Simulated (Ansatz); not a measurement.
Structure relaxation, TiAl$_{3}$

The start is a generated cell, TiAl3 placed in the Cu3Au structure type. A full variable-cell relaxation at zero pressure is run with PBEsol (plane waves to 420 eV, PAW, scalar-relativistic; Ansatz, a quantum-chemistry and plane-wave program). First-step values are on the input's coarse k-mesh.

Ansatz input (later rounds restart from its end on a renewed k-mesh):
Ansatz 0.2 input:
```yaml
crystal:
  lattice:
    - [3.894839, 0, 0]
    - [0, 3.894839, 0]
    - [0, 0, 3.894839]
  atoms:
    - { symbol: Al, position: [0, 0.5, 0.5] }
    - { symbol: Al, position: [0.5, 0.5, 0] }
    - { symbol: Al, position: [0.5, 0, 0.5] }
    - { symbol: Ti, position: [0, 0, 0] }
basis: { ecutwfc: 420, ecutrho_ratio: 4, xc_grid: 2, fft_grid_basis: typed }
kpoints: { mp_grid: { grid: [8, 8, 8] } }
hamiltonian:
  xc: pbesol
  dispersion: none
  pseudopotentials: { kind: paw }
scf: { occupations: { method: fermi_dirac, width: 0.05 } }
relax: { f_tol: 0.01, max_steps: 100, cell: { stress_tol: 0.02 } }
output: { forces: true, stress: true }
```

* **Initial pressure**: +5.0 GPa (positive: the cell is compressed)
* **Outcome**: The space group stays Pm-3m (No. 221) (the run could not lower it); the end is Cu3Au type, with 4 atoms in the primitive cell
* **Energy released**: 0.01 eV/atom
* **Volume change**: +4.2 %, from 14.77 to 15.39 Å³/atom
* **Band gap at the end**: zero (metallic)
* **Optimiser moves**: 4

It ends as:

Space group Pm-3m (No. 221); a = 3.949 Å, b = 3.949 Å, c = 3.949 Å, α = 90.00°, β = 90.00°, γ = 90.00°

```csv
atom,site,symmetry,x,y,z
Al,3c,4/mm.m,0.0000,0.5000,0.5000
Ti,1a,m-3m,0.0000,0.0000,0.0000
```

Final values are on a 12×12×12 k-mesh of the relaxed cell. No spin polarisation in the result.

The run could not lose the symmetry of its start; a randomly shaken copy of 8 atoms returns to this structure.

All atoms sit on sites fixed by symmetry, so only the cell could relax.

The first start was generated by placing the elements on the sites of a structure type. Materials Project lists a structure of TiAl3 in the same space group, Pm-3m (No. 221); the sites were not compared with it, nor with measured phases. Known forms of TiAl3 include space group No. 139.
